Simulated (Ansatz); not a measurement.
HfO₂ (fluorite)

```yaml
crystal:
  lattice:
    - [0.00000, 2.52945, 2.52945]
    - [2.52945, 0.00000, 2.52945]
    - [2.52945, 2.52945, 0.00000]
  atoms:
    - { symbol: Hf, position: [0.00000, 0.00000, 0.00000] }
    - { symbol: O, position: [0.25000, 0.25000, 0.25000] }
    - { symbol: O, position: [0.75000, 0.75000, 0.75000] }
```

Equation-of-state scan: isotropic scaling of the cell above, V₀ being its volume. Symmetry pins the atoms to their sites.

Method: r2SCAN (plane waves to 500 eV, PAW, scalar-relativistic; Ansatz, a program for electronic structure). k mesh 11×11×11 (Γ-centred), Fermi-Dirac smearing 0.05 eV. E stands for the smeared free energy. Compression counts positive. HfO2 is run without spin polarisation. HfO2 was relaxed with its symmetry unable to fall. Spin-orbit coupling is left out, though Hf is heavy. The PAW data are Ansatz's earlier set. This is a high-temperature form of HfO2. ΔE is measured from the relaxed starting cell.

```csv
V (Å³/atom),ΔE (meV/atom)
9.710,109.3
9.980,58.7
10.250,24.9
10.519,6.0
10.789,0.0
11.059,5.5
11.329,21.0
11.598,withheld
11.868,77.3
```

Task: Fit a third-order Birch-Murnaghan form (E₀, V₀, B₀, B₀′ free) to the given rows and predict ΔE at V = 11.598.

Result: Least squares on the 8 given rows: ΔE = E₀ + (9V₀B₀/16)·y²·[2 + (B₀′ − 4)y], y = (V₀/V)^(2/3) − 1, with V₀ = 10.789 Å³/atom, B₀ = 270.6 GPa (160.2 GPa = 1 eV/Å³; the term in eV is multiplied by 1000), B₀′ = 4.16, E₀ = 0.03 meV/atom; root-mean-square residual 0.05 meV/atom. At 11.598 the fit gives 45.3 meV/atom; the calculation gives 45.3 meV/atom, the same to the digits shown. For the pressure the fit gives -16.8 GPa against the computed -16.8 GPa.

(A scan under strain: stresses follow from slopes of the energy per volume, elastic moduli from its curvatures.)
